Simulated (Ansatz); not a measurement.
A geometry of SnO away from equilibrium: step 3 of the relaxation of a generated cell, SnO built in the beta-GaS structure type. Method: PBEsol (plane waves to 420 eV, PAW, scalar-relativistic; Ansatz, an electronic-structure program). Γ-centred k-mesh 7×7×2 on the run's cell (coarser than for final values), Fermi–Dirac smearing 0.05 eV. The plane waves were selected for a different cell earlier on the path.

```yaml
crystal:
  lattice:
    - [3.79321, 0.00000, 0.00000]
    - [-1.89661, 3.28502, 0.00000]
    - [0.00000, 0.00000, 17.43754]
  atoms:
    - { symbol: Sn, position: [0.33333, 0.66667, 0.15381] }
    - { symbol: Sn, position: [0.66667, 0.33333, 0.65381] }
    - { symbol: Sn, position: [0.66667, 0.33333, 0.84619] }
    - { symbol: Sn, position: [0.33333, 0.66667, 0.34619] }
    - { symbol: O, position: [0.33333, 0.66667, 0.61588] }
    - { symbol: O, position: [0.66667, 0.33333, 0.11588] }
    - { symbol: O, position: [0.66667, 0.33333, 0.38412] }
    - { symbol: O, position: [0.33333, 0.66667, 0.88412] }
```

**Question.** Give the Cartesian forces on all atoms (eV/Å).

**Answer.** 
```json
[
 {"atom": "Sn1", "Fx": "0.00", "Fy": "0.00", "Fz": "-0.70"},
 {"atom": "Sn2", "Fx": "0.00", "Fy": "0.00", "Fz": "-0.70"},
 {"atom": "Sn3", "Fx": "0.00", "Fy": "0.00", "Fz": "0.70"},
 {"atom": "Sn4", "Fx": "0.00", "Fy": "0.00", "Fz": "0.70"},
 {"atom": "O5", "Fx": "0.00", "Fy": "0.00", "Fz": "0.49"},
 {"atom": "O6", "Fx": "0.00", "Fy": "0.00", "Fz": "0.49"},
 {"atom": "O7", "Fx": "0.00", "Fy": "0.00", "Fz": "-0.49"},
 {"atom": "O8", "Fx": "0.00", "Fy": "0.00", "Fz": "-0.49"}
]
```

The path ends in P6₃/mmc (No. 194). No spin polarisation in the result.

The run could not lose the symmetry of its start, so the end can be a saddle point.

The end of the path is a generated cell of SnO: the first start was made by placing the elements on the sites of a structure type, and the end was not matched to a known phase here, so it may be hypothetical. Known forms of SnO include space group No. 129.
